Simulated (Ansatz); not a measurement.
Values for one crystal, relaxed and computed with plane-wave PAW r²SCAN (Ansatz code); other levels are named.

```yaml
volume_per_atom: 11.19 Å³
band_gap: 1.19 eV (indirect)
Gap with spin–orbit coupling: 1.19 eV
Formation energy from the elements (no fitted shifts): 0.17 eV/atom
Hole effective mass with spin–orbit coupling: 0.29, 0.83, 18 mₑ (principal values)
electron_effective_mass: 0.14 mₑ (isotropic)
valence_band_maximum: on the Γ–S0 line, 58 % of the way from Γ (k = -0.003, 0.198, -0.201)
```

**Question.** Which of these materials gives this?
A) ZnSnN2, R-3m (Zn on 3a, Sn on 3b, N on 6c)
B) MgO, R-3m (Pearson symbol hR16)
C) AlN, rock salt
D) CdSiN2, R-3m (Cd on 3a, Si on 3b, N on 6c)

**Answer.** A, ZnSnN2, R-3m (Zn on 3a, Sn on 3b, N on 6c)

The start of the workflow was typed in or built on a structure type; neither database checked (COD, Materials Project) lists it. Whether it is the stable phase at ambient conditions was not checked. Symmetry was held in the r²SCAN relaxation; whether a distortion lowers the energy is not shown. Its formation energy is positive at this level, so the cell may be metastable or incomplete. The references are the lowest solids computed at this level, not always the standard phases (solids in place of the gases). Scalar-relativistic: spin–orbit coupling is off unless named, which matters more the heavier the elements.

Potentials: the earlier of the program's two PAW sets.
